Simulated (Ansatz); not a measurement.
**Notes on TlGaI2**

```xyz
8
Lattice="0.0000 0.0000 7.2665 4.4610 -4.4610 3.6332 4.4610 4.4610 -3.6332" Properties=species:S:1:pos:R:3 pbc="T T T"
Ga    4.4610    0.0000    5.4498
Ga    4.4610    0.0000    1.8166
I     5.9777    1.5167    3.6332
I     2.9442    1.5167    0.0000
I     2.9442   -1.5167    3.6332
I     5.9777   -1.5167    7.2665
Tl    0.0000    0.0000    1.8166
Tl    0.0000    0.0000    5.4498
```

Method: PBE, no spin polarisation; PAW, plane waves to 420 eV, 6×6×6 Γ-centred mesh, fermi-dirac occupations (width 0.1 eV) (Ansatz 0.2.0), atoms fixed.

Question: What happens at the Fermi level?

Answer: It is a metal, with about 2.9 states/eV a cell as the mean within 0.25 eV of the Fermi level, mostly I p (42 %), Ga s (27 %) and Tl p (22 %).

Question: Describe some of the short contacts.

Answer: Ga–I at 2.81 Å: least valence density 0.30 e/Å³ and ELF 0.42 there. Tl–Tl at 3.63 Å: least valence density 0.08 e/Å³ and ELF 0.13 there. Tl–I at 3.78 Å: least valence density 0.07 e/Å³ and ELF 0.09 there. These are pseudo-fields; inside the PAW spheres they differ from the all-electron ones.

Question: Where is the largest force?

Answer: The largest is on I3 (and as large on other atoms): 1.41 eV/Å, components (0.99, 0.99, 0.00). It makes 140° with the line to a nearest neighbour, Ga1 at 2.81 Å, pointing away from it.

Question: Which element gives electrons and which takes them?

Answer: Bader charges in e: Tl +0.48, Ga +0.50, I -0.49. In the mean Ga gives up most and I takes most.

Origin: a known structure type with other elements, at an estimated volume, so it need not be a known compound.
